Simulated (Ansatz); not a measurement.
A generator proposed this cell of BiSe₃.

```
CELL_PARAMETERS angstrom
6.70880 0.00000 0.00000
0.00000 6.70880 0.00000
0.00000 0.00000 4.72914
ATOMIC_POSITIONS crystal
Bi 0.00000 0.50000 0.50000
Bi 0.50000 0.00000 0.50000
Se 0.76255 0.26255 0.00000
Se 0.23745 0.73745 0.00000
Se 0.26255 0.23745 0.00000
Se 0.73745 0.76255 0.00000
Se 0.50000 0.50000 0.50000
Se 0.00000 0.00000 0.50000
```

Level of theory: DFT PBE, scalar-relativistic, plane waves, PAW in Ansatz 0.2.0. Cutoff 420 eV; k points 4×4×4 on the computed 8-atom cell (Γ-centred); Gaussian smearing, width 0.10 eV; no spin polarisation.

Energies over the elements count from the elements' standard structures at the same level, with no fitted energy shifts.

**Question.** How far from equilibrium is it?

**Answer.** The pressure is -5.9 GPa (the mean over three directions, positive in compression), the largest force is 0.45 eV/Å, and the energy is +0.45 eV/atom against the elements. The shortest distance is 3.27 Å.

**Question.** Is it a good guess?

**Answer.** A rough one: relaxing gains about 0.35 eV/atom (the start's value is from the coarse mesh, so the gain is rough) in 24 ionic steps and ends at +0.10 eV/atom on the finer mesh. The symmetry stays P4/mbm (No. 127). The volume per atom stays near 26.6 Å³. The shortest distance goes from 3.27 Å (Bi–Se) to 2.38 Å (Se–Se). The ratio c/a of the conventional cell changes by a factor of 1.41. Conventional cell: a = 5.980 Å, c = 5.956 Å. Around Bi lie 4 Se at 2.99 Å and 4 Se at 3.21 Å; Se on a site of symmetry m2m is surrounded by 1 Se at 2.38 Å and 2 Bi at 3.21 Å; Se on a site of symmetry 4/m has 4 Bi at 2.99 Å.

The last run used a 6×6×6 mesh for its 8-atom cell and Gaussian smearing of 0.10 eV. Spin–orbit coupling, which can matter for Bi, is left out. The reference form of Se is held partly by dispersion forces, which this level lacks. The relaxation can't lower the symmetry of the start, and the grade says only how near the guess is to its own end. Symmetry constrained the relaxation, so the result can be a saddle point.
